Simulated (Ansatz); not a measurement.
Input, command and steps of an Ansatz relaxation.

```yaml
crystal:
  lattice:
    - [1.6407129539, 0.9472660656, 8.496247129]
    - [-1.6407129539, 0.9472660656, 8.496247129]
    - [0.0, -1.8945321312, 8.496247129]
  atoms:
    - { symbol: Zn, position: [0.2186856062, 0.2186856062, 0.2186856062] }
    - { symbol: In, position: [0.0029372039, 0.0029372039, 0.0029372039] }
    - { symbol: Ga, position: [0.7871363314, 0.7871363314, 0.7871363314] }
    - { symbol: O, position: [0.2950896919, 0.2950896919, 0.2950896919] }
    - { symbol: O, position: [0.7112393127, 0.7112393127, 0.7112393127] }
    - { symbol: O, position: [0.1211766817, 0.1211766817, 0.1211766817] }
    - { symbol: O, position: [0.8637361722, 0.8637361722, 0.8637361722] }
basis:
  ecutwfc: 420
kpoints:
  mp_grid: { grid: [12, 12, 12] }
hamiltonian:
  xc: pbesol
scf:
  occupations: { method: gaussian, width: 0.02 }
output:
  forces: true
  stress: true
  eigenvalues: true
relax:
  adjacent_minimum: "off"
  f_tol: 0.01
  max_steps: 30
  cell: { stress_tol: 0.1, fix: [volume] }
```

```bash
ansatz run input.yaml --threads 2 --pin off --max-ram 5120MiB --backend cpu --events-out ev --progress --plain --runs-dir out
```

Method: DFT PBEsol, scalar-relativistic, plane waves, PAW in Ansatz 0.2.0.

The volume is held at 0.97 times that of the relaxed cell.

Of 4 frames 3 are shown, positions in Å and forces in eV/Å; the SCF threshold varies from step to step. Steps run on the plane waves of an earlier cell, with a Pulay correction in the pressure. The basis is chosen afresh for the last frame, the zero of the energies, and at times for earlier ones too; energy and pressure step there, also at an unchanged geometry.

```xyz
7
Lattice="1.6407 0.9473 8.4962 -1.6407 0.9473 8.4962 0.0000 -1.8945 8.4962" Properties=species:S:1:pos:R:3:forces:R:3 pbc="T T T" step=1 free_energy_over_end_meV_per_atom=0.07 pressure_GPa=5.67
Zn    0.0000    0.0000    5.5740    0.0000    0.0000    0.0196
In    0.0000    0.0000    0.0749    0.0000    0.0000   -0.0205
Ga    0.0000    0.0000   20.0631    0.0000    0.0000   -0.0041
O     0.0000    0.0000    7.5215    0.0000    0.0000   -0.0900
O     0.0000    0.0000   18.1286    0.0000    0.0000    0.0393
O     0.0000    0.0000    3.0886    0.0000    0.0000   -0.0271
O     0.0000    0.0000   22.0155    0.0000    0.0000    0.0829
7
Lattice="1.6408 0.9473 8.4957 -1.6408 0.9473 8.4957 0.0000 -1.8946 8.4957" Properties=species:S:1:pos:R:3:forces:R:3 pbc="T T T" step=2 free_energy_over_end_meV_per_atom=0.01 pressure_GPa=5.62
Zn    0.0000    0.0000    5.5728    0.0000    0.0000    0.0153
In    0.0000    0.0000    0.0730    0.0000    0.0000    0.0033
Ga    0.0000    0.0000   20.0640    0.0000    0.0000   -0.0180
O     0.0000    0.0000    7.5174    0.0000    0.0000   -0.0323
O     0.0000    0.0000   18.1295    0.0000    0.0000   -0.0076
O     0.0000    0.0000    3.0873    0.0000    0.0000    0.0023
O     0.0000    0.0000   22.0177    0.0000    0.0000    0.0368
7
Lattice="1.6410 0.9475 8.4929 -1.6410 0.9475 8.4929 0.0000 -1.8949 8.4929" Properties=species:S:1:pos:R:3:forces:R:3 pbc="T T T" step=4 free_energy_over_end_meV_per_atom=0.00 pressure_GPa=5.60
Zn    0.0000    0.0000    5.5713    0.0000    0.0000    0.0005
In    0.0000    0.0000    0.0720    0.0000    0.0000    0.0002
Ga    0.0000    0.0000   20.0576    0.0000    0.0000   -0.0073
O     0.0000    0.0000    7.5136    0.0000    0.0000   -0.0015
O     0.0000    0.0000   18.1226    0.0000    0.0000    0.0001
O     0.0000    0.0000    3.0866    0.0000    0.0000    0.0030
O     0.0000    0.0000   22.0128    0.0000    0.0000    0.0050
```

The run took 120 s on 2 threads of Arm Neoverse V1 (shared host), peak memory 0.71 GiB.